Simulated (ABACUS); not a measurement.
Set-up for a self-consistent single point of SiC (P2_1, 8 atoms in the cell; from Materials Project mp-11714, changed as shown).

```yaml
crystal:
  lattice:
    - [3.19838, 0.00000, 0.00000]
    - [-1.56783, 2.71557, 0.00000]
    - [0.00000, 0.00000, 10.26703]
  atoms:
    - { symbol: Si, position: [0.66667, 0.33333, 0.93784] }
    - { symbol: Si, position: [0.33333, 0.66667, 0.43784] }
    - { symbol: Si, position: [0.00000, 0.00000, 0.68789] }
    - { symbol: Si, position: [0.00000, 0.00000, 0.18789] }
    - { symbol: C, position: [0.66667, 0.33333, 0.74980] }
    - { symbol: C, position: [0.33333, 0.66667, 0.24980] }
    - { symbol: C, position: [0.00000, 0.00000, 0.50046] }
    - { symbol: C, position: [0.00000, 0.00000, 0.00046] }
```

Method: LDA (PW92), PseudoDojo 0.4 standard norm-conserving LDA (tails mended) pseudopotentials (plane waves; ABACUS 3.10.1).

ABACUS settings:

| key | value |
|---|---|
| KPT | Gamma 10 10 3 0 0 0 |
| basis_type | pw |
| dft_functional | PWLDA |
| ecutwfc | 82 Ry |
| smearing_method | fixed |
| potentials | PseudoDojo 0.4 standard norm-conserving LDA (tails mended) |
| symmetry | 1 |
| symmetry_prec | 1e-05 |
| ks_solver | dav_subspace |
| scf_nmax | 100 |
| scf_thr | 1.0e-09 Ry |
| mixing_type | broyden |

Question: Estimate, at this level of theory: pressure and largest force (vector length).

Answer: The run gave:

- Pressure: -18.38 GPa
- Largest force (vector length): 0.142 eV/Å

For comparison: a first run was changed to give this one (lattice vector a scaled by 1.02), and from it to this one the free energy goes up by 27.5 meV/atom, the pressure goes from -15.28 to -18.38 GPa and the largest force goes from 0.022 to 0.142 eV/Å.

The structure comes from a collection of computed structures, made at another level of theory; the collection holds predicted forms beside known ones. Its lattice was then scaled.

Cost on one core: very roughly 10 core-minutes.

“Tails mended”: in these copies of the files the far tail of each local potential was reset to the Coulomb form.
